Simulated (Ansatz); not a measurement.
Geometry optimisation in Ansatz: input, command and trajectory.

```yaml
crystal:
  lattice:
    - [3.1977098222, 0.0, 0.0]
    - [-1.5988549111, 2.76929794, 0.0]
    - [0.0, 0.0, 3.2735212072]
  atoms:
    - { symbol: Ta, position: [0.3333333333, 0.6666666667, 0.0] }
    - { symbol: Be, position: [0.6666666667, 0.3333333333, 0.5] }
    - { symbol: B, position: [0.0, 0.0, 0.5] }
basis:
  ecutwfc: 500
kpoints:
  mp_grid: { grid: [15, 15, 14] }
hamiltonian:
  xc: r2scan
scf:
  occupations: { method: gaussian, width: 0.1 }
output:
  forces: true
  stress: true
  eigenvalues: true
relax:
  adjacent_minimum: "off"
  f_tol: 0.008
  max_steps: 40
  cell: { stress_tol: 0.015, fix: [a, b, gamma] }
```

```bash
ansatz run input.yaml --threads 1 --pin off --max-ram 1331MiB --backend cpu --events-out ev --progress --plain --runs-dir out
```

The calculation used DFT r2SCAN, scalar-relativistic, plane waves, PAW in Ansatz.

Of 4 frames 3 are shown, positions in Å and forces in eV/Å; the SCF threshold varies from step to step. Steps run on the plane waves of an earlier cell, with a Pulay correction in the pressure. The basis is chosen afresh for the last frame, the zero of the energies, and at times for earlier ones too; energy and pressure step there, also at an unchanged geometry.

```xyz
3
Lattice="3.1977 0.0000 0.0000 -1.5989 2.7693 0.0000 0.0000 0.0000 3.2735" Properties=species:S:1:pos:R:3:forces:R:3 pbc="T T T" step=1 free_energy_over_end_meV_per_atom=0.04 pressure_GPa=5.71
Ta    0.0000    1.8462    0.0000    0.0000    0.0000    0.0000
Be    1.5989    0.9231    1.6368    0.0000    0.0000    0.0000
B     0.0000    0.0000    1.6368    0.0000    0.0000    0.0000
3
Lattice="3.1977 0.0000 0.0000 -1.5989 2.7693 0.0000 0.0000 0.0000 3.2639" Properties=species:S:1:pos:R:3:forces:R:3 pbc="T T T" step=2 free_energy_over_end_meV_per_atom=0.02 pressure_GPa=6.51
Ta    0.0000    1.8462    0.0000    0.0000    0.0000    0.0000
Be    1.5989    0.9231    1.6320    0.0000    0.0000    0.0000
B     0.0000    0.0000    1.6320    0.0000    0.0000    0.0000
3
Lattice="3.1977 0.0000 0.0000 -1.5989 2.7693 0.0000 0.0000 0.0000 3.2685" Properties=species:S:1:pos:R:3:forces:R:3 pbc="T T T" step=4 free_energy_over_end_meV_per_atom=0.00 pressure_GPa=6.12
Ta    0.0000    1.8462    0.0000    0.0000    0.0000    0.0000
Be    1.5989    0.9231    1.6343    0.0000    0.0000    0.0000
B     0.0000    0.0000    1.6343    0.0000    0.0000    0.0000
```

Spin–orbit coupling is left out, which can shift energies with elements as heavy as these.